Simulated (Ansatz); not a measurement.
A: SrTiO₃ (cubic perovskite), a = b = c = 3.9365 Å, α = β = γ = 90.00°
B: InAs (zinc blende), a = b = c = 6.1866 Å, α = β = γ = 90.00°
C: GaP (zinc blende), a = b = c = 5.5064 Å, α = β = γ = 90.00°
D: Ni (fcc, Cu type), a = b = c = 3.519 Å, α = β = γ = 90.00°
E: TaC (rock salt), a = 4.4759 Å, b = 4.4759 Å, c = 4.4759 Å, α = 90.00°, β = 90.00°, γ = 90.00°

Scan: energy against volume (even scaling of the relaxed cell, symmetry kept). All come from one method, each on a k mesh of its own. All were relaxed with their symmetry unable to fall. At this level the bands of InAs touch or barely overlap; measurements give the solid a gap. Relaxed Ni ends ferromagnetic. Spin-orbit coupling is left out. SrTiO3 is run without spin polarisation. TaC is run without spin polarisation. The PAW data are Ansatz's earlier set. Other magnetic orders were not checked, so this need not be the ground state. (This holds for the magnetic or f-shell members.)

Rank these by bulk modulus (fitted) (lowest first), as PBE (plane waves to 420 eV, PAW, scalar-relativistic; Ansatz, a first-principles code) gives it.

B (48.3 GPa), C (76.7 GPa), A (170 GPa), D (197 GPa), E (324 GPa)

(A scan under strain: stresses follow from slopes of the energy per volume, elastic moduli from its curvatures.)
